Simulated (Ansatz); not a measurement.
Ansatz (a first-principles code) input:

Ansatz 0.2 input:
```yaml
crystal:
  lattice:
    - [0.0, 2.2276848234, 2.2276848234]
    - [2.2276848234, 0.0, 2.2276848234]
    - [2.2276848234, 2.2276848234, 0.0]
  atoms:
    - { symbol: Ga, position: [0.0, 0.0, 0.0] }
    - { symbol: N, position: [0.25, 0.25, 0.25] }
kpoints:
  mp_grid: { grid: [11, 11, 11] }
hamiltonian:
  xc: lda
  pseudopotentials: { kind: paw }
scf:
  occupations: { method: fixed }
phonons:
  method: dfpt
  response_accuracy: low
  eigenvectors: true
  rigid_motions: translations
  dielectric: true
  raman: true
```

Output (shortened):

```
Pseudopotential: Ga, paw, valence charge 13
Pseudopotential: N, paw, valence charge 5
Functional definition: SPW92
Crystal: 2 atoms, lattice volume = 22.110 Å³
Basis set: ecut = 420 eV, 411 PW (Γ), exchange–correlation on 48×48×48 points (8 copies of the dense FFT grid, shifted against one another)
Bands: 13, of which v1, the nominal top of the filled ones, is band 9 counted from 1 (8 counted from 0)
Symmetry: 24 space group operations
k-points: 216 of 1331 (irreducible under 4 space group operations, time reversal used)
SCF iter   1: F=—  HF=-4082.093971 eV  |F-HF|=—  |Δ(HF+E_count)|=         —  Δρ=1.30e-2  dr2=3.51e-2  ethr=1.77e-3  ⟨swp⟩=4.4  Hψ=13041  notcnv=0  defer=318
preconditioner: auto → none
SCF iter   2: F=—  HF=-4082.085356 eV  |F-HF|=—  |Δ(HF+E_count)|=   8.62e-3  Δρ=6.30e-3  dr2=5.97e-3  ethr=1.95e-4  ⟨swp⟩=2.4  Hψ=5983  notcnv=0  defer=430
SCF iter   3: F=—  HF=-4082.083518 eV  |F-HF|=—  |Δ(HF+E_count)|=   1.84e-3  Δρ=1.69e-3  dr2=2.54e-4  ethr=3.32e-5  ⟨swp⟩=2.1  Hψ=3851  notcnv=0  defer=430
SCF iter   4: F=—  HF=-4082.083419 eV  |F-HF|=—  |Δ(HF+E_count)|=   9.91e-5  Δρ=5.85e-4  dr2=2.39e-5  ethr=1.41e-6  ⟨swp⟩=3.0  Hψ=5095  notcnv=0  defer=427
SCF iter   5: F=—  HF=-4082.083403 eV  |F-HF|=—  |Δ(HF+E_count)|=   1.51e-5  Δρ=3.55e-5  dr2=1.35e-7  ethr=1.33e-7  ⟨swp⟩=2.1  Hψ=4576  notcnv=0
SCF iter   6: F=—  HF=-4082.083403 eV  |F-HF|=—  |Δ(HF+E_count)|=   2.25e-7  Δρ=7.69e-6  dr2=6.45e-9  ethr=7.50e-10  ⟨swp⟩=2.4  Hψ=4557  notcnv=0
SCF iter   7: F=—  HF=-4082.083403 eV  |F-HF|=—  |Δ(HF+E_count)|=   1.28e-9  Δρ=1.58e-6  dr2=2.50e-10  ethr=3.58e-11  ⟨swp⟩=2.5  Hψ=4065  notcnv=0
SCF iter   8: F=-4082.083403 eV  HF=-4082.083403 eV  |F-HF|=4.55e-13  |Δ(HF+E_count)|=  2.50e-11  Δρ=3.97e-8  dr2=1.03e-13  ethr=1.00e-12  ⟨swp⟩=5.8  Hψ=14051  notcnv=0
SCF 1 converged in 8 iterations: F = -4082.083403 eV  dr2 = 1.03e-13
NSCF: frozen V_eff on 6 k-points
DFPT response loops at Γ: preconditioner auto → none (the input reference at scf.mixing.eps_inf says where Resta's filter doesn't serve); β = 0.50 …
── the response to a field inside a basis, on 12×12×12 k-points: an SCF that follows is theirs, and a resumed run solves both again ──
Crystal: 2 atoms, lattice volume = 22.110 Å³
Bands: 10, of which v1, the nominal top of the filled ones, is band 9 counted from 1 (8 counted from 0)
k-points: 182
SCF iter   1: F=—  HF=-4082.088047 eV  |F-HF|=—  |Δ(HF+E_count)|=         —  Δρ=7.61e-4  dr2=2.07e-5  ethr=1.00e-1
preconditioner: auto → none
SCF iter   2: F=—  HF=-4082.088047 eV  |F-HF|=—  |Δ(HF+E_count)|=   2.80e-7  Δρ=3.87e-4  dr2=8.17e-6  ethr=1.15e-7
SCF iter   3: F=—  HF=-4082.088050 eV  |F-HF|=—  |Δ(HF+E_count)|=   2.43e-6  Δρ=1.67e-4  dr2=4.73e-6  ethr=4.54e-8
SCF iter   4: F=—  HF=-4082.088048 eV  |F-HF|=—  |Δ(HF+E_count)|=   1.68e-6  Δρ=1.61e-5  dr2=1.67e-8  ethr=2.63e-8
SCF iter   5: F=—  HF=-4082.088048 eV  |F-HF|=—  |Δ(HF+E_count)|=   2.64e-9  Δρ=4.13e-6  dr2=1.57e-9  ethr=9.25e-11
SCF iter   6: F=-4082.088048 eV  HF=-4082.088048 eV  |F-HF|=4.09e-12  |Δ(HF+E_count)|=  9.05e-10  Δρ=3.31e-7  dr2=1.04e-11  ethr=8.72e-12
SCF 1 converged in 6 iterations: F = -4082.088048 eV  dr2 = 1.04e-11
DFPT response loops at Γ: mixed as the last ones told, above
DFPT response loops at Γ: mixed as the last ones told, above
WARN: field response: ε∞ stands inside a basis, on 12×12×12 points …
SCF converged after 8 iterations
Free energy (F): -4082.083403 eV
Harris-Foulkes:  -4082.083403 eV  (|F-HF|=4.55e-13)
Internal energy: -4082.083403 eV  (E = F + TS)
E sigma→0 (E₀):  -4082.083403 eV
Fermi energy:    9.817665 eV
--- Per-component energies (eV) ---
  E_band       = -4.650287
  E_kinetic    = 247.965166
  E_local      = -1926.077416  (includes V_loc(G=0)·N_el)
  E_nonlocal   = 477.636898
  E_hartree    = 885.611048
  E_xc         = -128.240677
  E_vxc        = -134.717686  (∫ρ·V_xc dr)
  E_paw        = -2034.955823  (= ΣΔE_a)
  E_vpaw       = -440.679344  (= ΣTr[D̂ρ^β])
  E_aug_tail   = 0.000005  (compensation charges beyond the density's cutoff)
  E_ewald      = -1605.831128
  E_core_change = 1.808524  (= ΣΔE_core)
  E_smearing   =  0.000000  (= −TS)
  E_closure    =  0.000000  (closes the sum)
  Σ components = -4082.083403   (vs F -4082.083403, Δ=0.00e0)
  [band-id]    e_kinetic+e_local+e_nonlocal+2·e_hartree+e_vxc+e_vpaw+e_augmentation_tail = -4.650281   (vs E_band -4.650287, Δ=6.02e-6)
--- Band table (eV; the first three rows and the last of 216) ---
  k-point 0: bands = ["-6.2938", "-3.8116", "-3.8116", "-3.8116", "-3.4606", "-3.4606", "9.8177", "9.8177", "9.8177", "11.7728", "20.1500", "20.1500", "20.1500"]
  k-point 1: bands = ["-6.1953", "-3.7992", "-3.7992", "-3.7803", "-3.4620", "-3.4620", "8.8849", "9.7224", "9.7224", "12.4833", "19.7226", "20.2939", "20.2939"]
  k-point 2: bands = ["-5.9387", "-3.7689", "-3.7689", "-3.6502", "-3.4620", "-3.4620", "7.2283", "9.4829", "9.4829", "13.4755", "18.9905", "20.5574", "20.5574"]
  k-point 215: bands = ["-5.2668", "-3.7029", "-3.6262", "-3.4802", "-3.4697", "-2.0882", "4.0542", "5.9895", "8.5059", "16.6433", "17.0691", "19.5625", "21.5236"]
--- Phonons (Γ-DFPT): 2 representative perturbations + reference, on 216 of 1331 k-points (Σ response iterations 6) ---
  ASR residual: 1.312e-5 → 0.000e0 eV/Å²; symmetrization residual: 1.229e-5 eV/Å²
  ASR residual per site (eV/Å²): 1.21e-5 1.31e-5
  Γ frequencies (cm⁻¹): 0.00 0.00 0.00 552.83 552.83 552.83
  ε∞ (high-frequency dielectric tensor):
        5.767183     0.000000     0.000000
        0.000000     5.767183     0.000000
        0.000000     0.000000     5.767183
  ε⁰ (static dielectric tensor: ions relaxed, cell fixed):
       10.097594     0.000000     0.000000
        0.000000    10.097594     0.000000
        0.000000     0.000000    10.097594
  ε⁰ − ε∞ (ionic part):
        4.330411     0.000000     0.000000
        0.000000     4.330411     0.000000
        0.000000     0.000000     4.330411
  softest optical mode at Γ: 552.83 cm⁻¹; the repairs (sum rule, projections) moved no ω² at Γ by more than (1.30 cm⁻¹)²
  Born effective charges Z* (e; rows j = field, columns β = displacement):
    site 0:
         2.63365    0.00000    0.00000
         0.00000    2.63365    0.00000
         0.00000    0.00000    2.63365
    site 1:
        -2.63365    0.00000    0.00000
         0.00000   -2.63365    0.00000
         0.00000    0.00000   -2.63365
  Z* charge neutrality: 9.654e-4 e pre-enforcement
  solved inside a basis spanned on kpoints, on 12×12×12 k-points transformed towards the longest dipole …
  Raman tensors (in the event stream and the table raman_tensors.tsv) …
  optical modes at Γ without the LO–TO term, one row a degenerate level:
      ω (cm⁻¹)  modes    IR ((D/Å)²/amu)  static Raman (Å⁴/amu)  depolarisation
        552.83      3            41.1585                26.5612           0.750
  optical modes at Γ + LO–TO along q̂ = [1.0000, 0.0000, 0.0000]:
      ω (cm⁻¹)  modes    IR ((D/Å)²/amu)  static Raman (Å⁴/amu)  depolarisation
        552.83      2            27.4390                17.7075           0.750
        731.50      1            13.7195                20.2134           0.750
  optical modes at Γ + LO–TO along q̂ = [0.0000, 1.0000, 0.0000]:
      ω (cm⁻¹)  modes    IR ((D/Å)²/amu)  static Raman (Å⁴/amu)  depolarisation
        552.83      2            27.4390                17.7075           0.750
        731.50      1            13.7195                20.2134           0.750
  optical modes at Γ + LO–TO along q̂ = [0.0000, 0.0000, 1.0000]:
      ω (cm⁻¹)  modes    IR ((D/Å)²/amu)  static Raman (Å⁴/amu)  depolarisation
        552.83      2            27.4390                17.7075           0.750
        731.50      1            13.7195                20.2134           0.750
```

Cost: roughly 4 core-minutes on shared cores.

Space group F-43m (zinc blende). The LDA relaxation kept the symmetry of its start; phonons on a q-mesh show no instability. Spin–orbit coupling is left out wherever it is not named.

Potentials: the later of the program's two PAW sets.

Ansatz is a plane-wave DFT program.
